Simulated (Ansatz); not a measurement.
Level of theory: DFT PBE, scalar-relativistic, plane waves, PAW (Ansatz). All cells share a 420 eV cutoff and Γ-centred k meshes spaced at most about 0.3 Å⁻¹ (about 0.25 or finer for metals, 2π included). No spin polarisation in the final relaxations.

These are static total energies at zero pressure.

Two forms of La3LuO2 were relaxed alike.

A.

```yaml
crystal:
  lattice:
    - [-3.53900, 3.53900, 4.24918]
    - [3.53900, -3.53900, 4.24918]
    - [3.53900, 3.53900, -4.24918]
  atoms:
    - { symbol: La, position: [0.50000, 0.00000, 0.50000] }
    - { symbol: La, position: [0.00000, 0.50000, 0.50000] }
    - { symbol: La, position: [0.00000, 0.00000, 0.00000] }
    - { symbol: Lu, position: [0.50000, 0.50000, 0.00000] }
    - { symbol: O, position: [0.25745, 0.25745, 0.00000] }
    - { symbol: O, position: [0.74255, 0.74255, 0.00000] }
```

B.

```yaml
crystal:
  lattice:
    - [-3.64062, 3.64062, 4.34197]
    - [3.64062, -3.64062, 4.34197]
    - [3.64062, 3.64062, -4.34197]
  atoms:
    - { symbol: La, position: [0.50000, 0.00000, 0.50000] }
    - { symbol: La, position: [0.00000, 0.50000, 0.50000] }
    - { symbol: La, position: [0.00000, 0.00000, 0.00000] }
    - { symbol: Lu, position: [0.50000, 0.50000, 0.00000] }
    - { symbol: O, position: [0.75000, 0.25000, 0.50000] }
    - { symbol: O, position: [0.25000, 0.75000, 0.50000] }
```

Question: Which placement of the atoms is lower in energy, and by how much?

Answer: A is lower, by 72 meV/atom. The two share one framework of sites and differ in which element sits where. A has space group I4/mmm (No. 139), 35.5 Å³/atom and no gap on its mesh; B has space group I4/mmm (No. 139), 38.4 Å³/atom and no gap. Counting O atoms around La and Lu (those within 1.25 times the shortest such distance or 1.15 times the sum of covalent radii, 1.27 where that leaves under three; the shortest distance is added where it exceeds 1.18 times the sum of covalent radii; a slash parts the counts of unlike sites), A has La 2/8 from 4.1 Å, Lu 2 and B has La 2/8 from 4.2 Å, Lu 8 from 4.2 Å. The denser one is the lower, and pressure would at first widen the difference. Both come from invented guesses. A third cell relaxed alike, in P-3m1, lies 1.05 eV/atom below the lower of the two.

A magnetic state wasn't ruled out in cells without spin, among them I4/mmm at 35.5 Å³/atom, I4/mmm at 38.4 Å³/atom. Cells relaxed within their symmetry can be saddle points.
